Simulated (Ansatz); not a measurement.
KBr:
```
KBr
1.0
    0.00000     3.35276     3.35276
    3.35276     0.00000     3.35276
    3.35276     3.35276     0.00000
K Br
1 1
Cartesian
  0.00000   0.00000   0.00000
  3.35276   3.35276   3.35276
```

Cartesian axes are those of the cell as given.

Task: Give the high-frequency dielectric tensor and the Born effective charge tensors of the independent atoms from DFPT, DFT-PBE in the program Ansatz with PAW potentials.

Result: 
ε∞:
```
2.50  0.00  0.00
0.00  2.50  0.00
0.00  0.00  2.50
```
Z* of atom 1 (K), rows: field, columns: displacement, in e:
```
1.14  0.00  0.00
0.00  1.14  0.00
0.00  0.00  1.14
```
Z* of atom 2 (Br), rows: field, columns: displacement, in e:
```
-1.14   0.00   0.00
 0.00  -1.14   0.00
 0.00   0.00  -1.14
```

Static charges for comparison (Bader): K1 +0.83, Br2 -0.83 e. Born charges measure polarisation by displacement and can exceed these by far.

Space group Fm-3m (rock salt). The PBE relaxation kept the symmetry of its start. Scalar-relativistic: spin–orbit coupling is off unless named, which matters more the heavier the elements.

Potentials: the later of the program's two PAW sets.
